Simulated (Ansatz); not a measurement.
Clamped-ion strain scan in TaRu

Computed with DFT r2SCAN, scalar-relativistic, plane waves, PAW in Ansatz 0.2.0. Cutoff 500 eV, Γ-centred 16×16×16 k-points, Gaussian smearing of 0.15 eV. Spin–orbit coupling is left out, which can shift energies with elements as heavy as these. No spin polarisation. Energies are free energies at this smearing, counted from the undisturbed cell; pressure is positive in compression.

The undisturbed cell (as given, not relaxed at this level; it stands at -7.6 GPa, and it needn't be the usual structure):

```
CELL_PARAMETERS angstrom
3.18700 0.00000 0.00000
0.00000 3.18700 0.00000
0.00000 0.00000 3.18700
ATOMIC_POSITIONS crystal
Ta 0.50000 0.50000 0.50000
Ru 0.00000 0.00000 0.00000
```

The cell is strained by ε times the Voigt pattern (1, 1, 0, 0, 0, 0) (xx, yy, zz, yz, xz, xy; engineering shear) with fractional coordinates fixed. The cell is metallic on the mesh throughout.

ε, ΔE (meV/atom) and a bar:
```
  -0.0600       89.4 #############
  -0.0450       25.9 #####
  -0.0300       -6.8 #
  -0.0150      -13.8
   0.0000        0.0 ##
   0.0150       31.8 ######
   0.0300       81.3 ############
   0.0450      148.3 ####################
   0.0525      188.1 #########################
   0.0600      231.9 ##############################
```